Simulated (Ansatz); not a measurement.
TiB:
```
CELL_PARAMETERS angstrom
      6.06017     0.00000     0.00000
      0.00000     3.03273     0.00000
      0.00000     0.00000     4.52501
ATOMIC_POSITIONS crystal
  Ti 0.67734 0.25000 0.37805
  Ti 0.32266 0.75000 0.62195
  Ti 0.82266 0.75000 0.87805
  Ti 0.17734 0.25000 0.12195
  B  0.53023 0.25000 0.89976
  B  0.46977 0.75000 0.10024
  B  0.96977 0.75000 0.39976
  B  0.03023 0.25000 0.60024
```

Relaxed with PBEsol. Special points in fractions of this cell's reciprocal vectors: Γ (0.000, 0.000, 0.000); X (0.500, 0.000, 0.000); S (0.500, 0.500, 0.000); Y (0.000, 0.500, 0.000); Z (0.000, 0.000, 0.500); U (0.500, 0.000, 0.500); R (0.500, 0.500, 0.500); T (0.000, 0.500, 0.500).

Problem. List the band energies nearest the Fermi level at these points for the program Ansatz at the PBEsol level (PAW).

Solution. In eV from the Fermi level; about four levels below and three above (degenerate sets whole), none deeper than 8.9 eV; points with the same levels are listed once.

```tsv
k	below	above
Γ	-1.95 -1.33 -0.97 -0.65	0.63 0.81 0.95
X	-1.51 -1.51 -1.12 -1.12	0.48 0.48 0.83 0.83
S	-0.71 -0.71 -0.71 -0.71	3.36 3.36 3.36 3.36
Y	-0.85 -0.85 -0.33 -0.33	3.07 3.07 3.41 3.41
Z	-0.92 -0.92 -0.08 -0.08	1.65 1.65 2.13 2.13
U	-2.07 -2.07 -1.20 -1.20	0.27 0.27 1.09 1.09
R	-0.46 -0.46 -0.46 -0.46	2.56 2.56 2.56 2.56
T	-1.39 -1.39 -1.33 -1.33	0.07 0.07 0.61 0.61
```

Space group Pnma. The first step of the workflow began from a Materials Project structure, measured or hypothetical; the Crystallography Open Database files this formula in space group No. 62, but the cells were not matched. Whether it is the stable phase at ambient conditions was not checked. Symmetry was held in the PBEsol relaxation; whether a distortion lowers the energy is not shown. The run is not spin-polarised.

Potentials: the later of the program's two PAW sets.
